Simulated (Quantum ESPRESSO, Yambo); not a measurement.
Quasiparticle gap of CdO2H2

```
CELL_PARAMETERS angstrom
      3.43375     0.00000     0.00000
     -0.12069     5.70115     0.00000
     -1.64455    -2.82611     5.09377
ATOMIC_POSITIONS crystal
  H  0.52710 0.72146 0.01288
  H  0.35882 0.32026 0.00175
  H  0.88325 0.37538 0.72972
  H  0.16204 0.65267 0.28256
  O  0.52859 0.88884 0.00802
  O  0.07731 0.31118 0.00395
  O  0.80081 0.39603 0.57127
  O  0.23740 0.83034 0.44071
  Cd 0.17153 0.15317 0.31449
  Cd 0.86395 0.84254 0.69890
```

The geometry is that of Materials Project entry mp-2051619, symmetrised and not relaxed again.

Starting point: PBEsol (Quantum ESPRESSO, PseudoDojo norm-conserving, 102 Ry, no spin-orbit coupling). G0W0 in Yambo: 4×2×2 Γ-centred k mesh, bands 9 to 200 and a 8 Ry block in the screening, 200 bands in G with the Bruneval-Gonze terminator, plasmon pole fitted at 27.2 eV.

The PBEsol gap along the band path comes out as 1.65 eV. The PBEsol gap between the mesh's edge points ((0, 0, -0.5) → Γ) is 1.65 eV and the G0W0 gap between the same points is 3.37 eV. The PBEsol smallest direct gap on the mesh (at Γ) comes out as 1.74 eV. The G0W0 direct gap at that point comes out as 3.51 eV.

```csv
k point,band,E PBEsol (eV),E QP (eV),shift (eV),Z
Γ,VB,-0.09,-1.13,-1.04,0.80
Γ,CB,1.65,2.38,0.73,0.85
"(0, 0, -0.5)",VB,0.00,-0.99,-0.99,0.80
"(0, 0, -0.5)",CB,4.10,5.02,0.92,0.84
"(0, -0.5, 0)",VB,-0.04,-1.05,-1.01,0.80
"(0, -0.5, 0)",CB,4.19,5.27,1.07,0.83
"(-0.5, 0, 0)",VB,-0.07,-1.07,-1.00,0.79
"(-0.5, 0, 0)",CB,6.05,7.42,1.37,0.83
"(-0.5, 0, -0.5)",VB,-0.08,-1.08,-1.00,0.79
"(-0.5, 0, -0.5)",CB,6.05,7.42,1.37,0.83
"(-0.5, -0.5, 0)",VB,-0.24,-1.27,-1.03,0.79
"(-0.5, -0.5, 0)",CB,6.20,7.59,1.39,0.84
"(-0.5, -0.5, -0.5)",VB,-0.24,-1.27,-1.02,0.79
"(-0.5, -0.5, -0.5)",CB,6.19,7.56,1.38,0.84
```

Energies count from the PBEsol valence-band maximum.

Nearest settings tried, and what they do to the gap: 133 bands in G: +2 meV; 100 bands in W: +139 meV; 2 Ry block (41 vectors against 257): +140 meV. Not varied: mesh. So the settings aren't converged at that level.

Spin-orbit splittings are left out.

The structure is a Materials Project entry; no match was found in the copy of COD used, and its stability was not checked.
